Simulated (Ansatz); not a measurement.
TiO$_{2}$ in space group Pbca (No. 61; Ti on 8c, O on 8c, O on 8c), DFT-r²SCAN in the program Ansatz with PAW potentials. The conduction-band minimum lies at Γ, with 1 equivalent valley. Second derivatives d²E/dk² of the lowest band at one valley (eV·Å²), along Cartesian directions:

```csv
direction,d²E/dk²
[100],1.533
[010],1.135
[001],12.30
[110],1.334
[101],6.918
[011],6.718
```

### Question
Find the principal effective masses, the density-of-states mass and the conductivity mass.

### Answer
Off-diagonal terms follow from H_xy = H[110] − (H_xx + H_yy)/2, and m*/mₑ = 7.620 eV·Å² over each eigenvalue: 0.62, 5.0, 6.7. One valley's DOS mass (m₁m₂m₃)^(1/3) = 2.7, conductivity mass 3/(Σ 1/mᵢ) = 1.5 mₑ.

### Question
What effective density of states Nc follows at 300 K for parabolic valleys?

### Answer
Nc = 2.509e19 × 1 × (2.7)^(3/2) ≈ 1.1e20 cm⁻³.

The cell was relaxed with r²SCAN under the symmetry of its start; of distortions, only those at the zone centre were tested. The run is not spin-polarised.

Potentials: the later of the program's two PAW sets.

Edges and masses are those of Kohn–Sham bands, whose gap is no quasiparticle gap.
